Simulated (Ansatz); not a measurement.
ScRhN₂:
```yaml
crystal:
  lattice:
    - [1.63987, 0.94678, 5.84858]
    - [-1.63987, 0.94678, 5.84858]
    - [0.00000, -1.89355, 5.84858]
  atoms:
    - { symbol: Sc, position: [0.50000, 0.50000, 0.50000] }
    - { symbol: Rh, position: [0.00000, 0.00000, 0.00000] }
    - { symbol: N, position: [0.89542, 0.89542, 0.89542] }
    - { symbol: N, position: [0.10458, 0.10458, 0.10458] }
```

Relaxed with PBE.

### Question
Which orbitals make up the states near the Fermi level in DFT-PBE in the program Ansatz with PAW potentials?

### Answer
Within 0.5 eV of the Fermi level: Rh 4d 45 %, N 2p 39 %, Sc 3d 11 %. Projections are on Löwdin-orthogonalised atomic valence shells; empty p or d shells of many metals are not among them.

### Question
Tabulate the density of states.

### Answer
States/eV per cell of 4 atoms, in 0.25 eV bins, energy from the Fermi level.

```tsv
E (eV)	total	N 2p	Rh 4d	Sc 3d
-7.85	0.00	0.00	0.00	0.00
-7.60	0.00	0.00	0.00	0.00
-7.35	0.00	0.00	0.00	0.00
-7.10	0.00	0.00	0.00	0.00
-6.85	0.00	0.00	0.00	0.00
-6.60	0.08	0.04	0.02	0.01
-6.35	0.35	0.18	0.10	0.03
-6.10	0.97	0.51	0.29	0.08
-5.85	2.04	1.08	0.61	0.17
-5.60	3.36	1.81	1.03	0.24
-5.35	2.06	1.00	0.76	0.18
-5.10	2.94	1.35	1.25	0.22
-4.85	2.38	1.06	1.08	0.16
-4.60	2.05	0.93	0.90	0.17
-4.35	3.66	1.68	1.54	0.37
-4.10	3.62	1.71	1.49	0.33
-3.85	3.28	1.71	0.92	0.29
-3.60	3.91	2.20	0.68	0.33
-3.35	1.87	1.07	0.27	0.17
-3.10	2.14	1.16	0.63	0.23
-2.85	4.38	1.62	2.07	0.45
-2.60	2.42	1.22	0.77	0.31
-2.35	3.87	2.29	0.91	0.48
-2.10	5.06	2.51	1.91	0.45
-1.85	4.82	2.06	2.37	0.26
-1.60	2.24	0.74	1.33	0.10
-1.35	2.82	0.71	1.89	0.09
-1.10	2.88	0.68	1.99	0.07
-0.85	2.11	0.29	1.66	0.05
-0.60	1.73	0.27	1.23	0.11
-0.35	1.85	0.54	0.93	0.23
-0.10	3.57	1.21	1.71	0.44
0.15	4.30	1.69	1.87	0.48
0.40	4.91	2.24	1.99	0.42
0.65	2.18	0.96	0.86	0.18
0.90	1.17	0.43	0.46	0.09
1.15	1.10	0.33	0.45	0.10
1.40	1.43	0.32	0.62	0.15
1.65	0.48	0.11	0.21	0.04
1.90	0.00	0.00	0.00	0.00
2.15	0.00	0.00	0.00	0.00
2.40	0.06	0.01	0.00	0.04
2.65	0.37	0.04	0.01	0.24
2.90	0.81	0.10	0.03	0.55
3.15	1.82	0.21	0.06	1.34
3.40	4.19	0.41	0.11	3.34
3.65	2.47	0.22	0.05	2.02
3.90	2.44	0.27	0.03	1.90
4.15	4.74	0.63	0.05	3.60
4.40	7.19	0.57	0.04	6.34
4.65	0.40	0.02	0.01	0.15
```

Space group R-3m. The start of the workflow was typed in or built on a structure type; neither database checked (COD, Materials Project) lists it. Its standing as an ambient phase is unchecked. The cell was relaxed with PBE under the symmetry of its start; its stability against distortions is not shown here. The workflow began spin-polarised and lost its moments. Scalar-relativistic: spin–orbit coupling is off unless named, which matters more the heavier the elements.

Potentials: the earlier of the program's two PAW sets.
